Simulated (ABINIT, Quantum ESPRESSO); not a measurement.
Given: the input of a run of ABINIT 10.8.3 (patched build) on CaB2H2. The cell comes from a database or a generator and needn't be the stable form of this composition.

run.abi

```
# Pseudopotentials
pp_dirpath "./"
pseudos "Ca.GGA_PBE-JTH.xml, B.GGA_PBE-JTH.xml, H.GGA_PBE-JTH.xml"

# Structure
structure "poscar:POSCAR"
natom 5

# Plane-wave basis
ecut 25.0
pawecutdg 47.0
pawxcdev 0
pawovlp 30

# k points
kptopt 1
ngkpt 9 9 7
nshiftk 1
shiftk 0.0 0.0 0.0

# Exchange and correlation
ixc 11

# Bands and occupations
nband 13
occopt 3
tsmear 0.00183747

# SCF cycle
nstep 100
tolvrs 1.0e-9

# Output
iomode 3
prtwf 0
prteig 0
prtebands 0
prtden 1
prtvha 1
prtvclmb 1
prtpot 1
```

The input POSCAR:

```
CaB2H2
1.0
    3.4767192709      0.0000000000      0.0000000000
   -1.7383596355      3.0109272105      0.0000000000
    0.0000000000      0.0000000000      3.9792940000
Ca B H
1 2 2
Direct
    0.0000000000      0.0000000000      0.0000000000  Ca
    0.3333333333      0.6666666667      0.4628360000  B
    0.6666666667      0.3333333333      0.5371640000  B
    0.3333333333      0.6666666667      0.1511690000  H
    0.6666666667      0.3333333333      0.8488310000  H
```

Potentials or basis: JTH PAW PBE v2.0.

Launch:

```sh
$ abinit run.abi > log 2>&1
```

**Question.** Translate it to Quantum ESPRESSO 7.5. Potentials or basis there: SSSP 1.3 efficiency PBE, cutoff 816 eV.

**Answer.** As run (cutoffs and basis follow the program's own potentials, and thresholds, step limits or extra output files can differ):

Contents of pw.in:

```
&CONTROL
  calculation = 'scf'
  prefix = 'pwscf'
  outdir = './tmp'
  pseudo_dir = './pseudo'
  tprnfor = .true.
  tstress = .true.
  disk_io = 'low'
/
&SYSTEM
  ibrav = 0
  nat = 5
  ntyp = 3
  ecutwfc = 60
  ecutrho = 480
  nbnd = 15
  occupations = 'smearing'
  smearing = 'fd'
  degauss = 0.00367493
/
&ELECTRONS
  conv_thr = 1d-09
  electron_maxstep = 120
  mixing_beta = 0.5
/
ATOMIC_SPECIES
Ca    40.0780 Ca_pbe_v1.uspp.F.UPF
B     10.8100 b_pbe_v1.4.uspp.F.UPF
H      1.0080 H.pbe-rrkjus_psl.1.0.0.UPF
CELL_PARAMETERS angstrom
   3.4767192709    0.0000000000    0.0000000000
  -1.7383596355    3.0109272105    0.0000000000
   0.0000000000    0.0000000000    3.9792940000
ATOMIC_POSITIONS crystal
Ca     0.0000000000    0.0000000000    0.0000000000
B      0.3333333333    0.6666666667    0.4628360000
B      0.6666666667    0.3333333333    0.5371640000
H      0.3333333333    0.6666666667    0.1511690000
H      0.6666666667    0.3333333333    0.8488310000
K_POINTS automatic
9 9 7 0 0 0
```

The input pp_density.in:

```
&INPUTPP
  prefix = 'pwscf'
  outdir = './tmp'
  filplot = 'density.dat'
  plot_num = 0
/
&PLOT
  nfile = 1
  filepp(1) = 'density.dat'
  iflag = 3
  output_format = 6
  fileout = 'density.cube'
/
```

Contents of pp_potential.in:

```
&INPUTPP
  prefix = 'pwscf'
  outdir = './tmp'
  filplot = 'potential.dat'
  plot_num = 11
/
&PLOT
  nfile = 1
  filepp(1) = 'potential.dat'
  iflag = 3
  output_format = 6
  fileout = 'potential.cube'
/
```

Potentials or basis: SSSP 1.3 efficiency PBE.

The run is started by

```console
$ OMP_NUM_THREADS=1 pw.x -in pw.in > pw.out
$ OMP_NUM_THREADS=1 pp.x -in pp_density.in > pp_density.out
$ OMP_NUM_THREADS=1 pp.x -in pp_potential.in > pp_potential.out
```

Both were run:

|  | ABINIT | Quantum ESPRESSO |
| --- | --- | --- |
| Pressure | -0.5 GPa | -0.6 GPa |

Pressure is positive in compression.
